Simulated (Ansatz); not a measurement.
**GaSb squeezed and stretched**

A database entry relaxed whole under r2SCAN (F-43m):

```xyz
2
Lattice="0.0000 3.0668 3.0668 3.0668 0.0000 3.0668 3.0668 3.0668 0.0000" Properties=species:S:1:pos:R:3 pbc="T T T"
Ga    0.0000    0.0000    0.0000
Sb    1.5334    1.5334    1.5334
```

The cell was scaled uniformly, its shape held, and the atoms relaxed at each volume with plane-wave PAW DFT (Ansatz 0.2.0; r2SCAN, 500 eV, 10×10×10 Γ-centred mesh, fermi-dirac occupations of width 0.100 eV; no spin, no spin-orbit coupling). One row is withheld.

```
volume (Å³/atom)  energy over the lowest (meV/atom)  pressure (GPa)
          27.112                               19.2            3.80
          27.689                                8.2            2.39
          28.266                                1.9            1.12
          28.843                                0.0            0.00
          29.420                                  ?               ?
          29.997                                7.1           -1.88
          30.573                               15.4           -2.67
```

Task: Fit the pressures of the other rows to the third-order Birch-Murnaghan form.

Result: With f = [(V₀/V)^(2/3) − 1]/2 and P = 3B₀f(1 + 2f)^(5/2)[1 + 3(B₀′ − 4)f/2], least squares gives V₀ = 28.84 Å³ an atom, B₀ = 52.8 GPa and B₀′ = 4.8; the rows miss the fit by less than 0.01 GPa. The slope of the energies differs from these pressures by less than 0.05 GPa.

Task: What does the withheld row hold?

Result: The fit gives -0.99 GPa at 29.420 Å³; the run gave -0.99 GPa and 1.9 meV an atom.

Caveats: the shape of the cell was held; 0 K, fixed nuclei; the symmetry was kept, and this need not be the phase that is stable at 0 K; one mesh for all volumes; pressure is positive in compression.
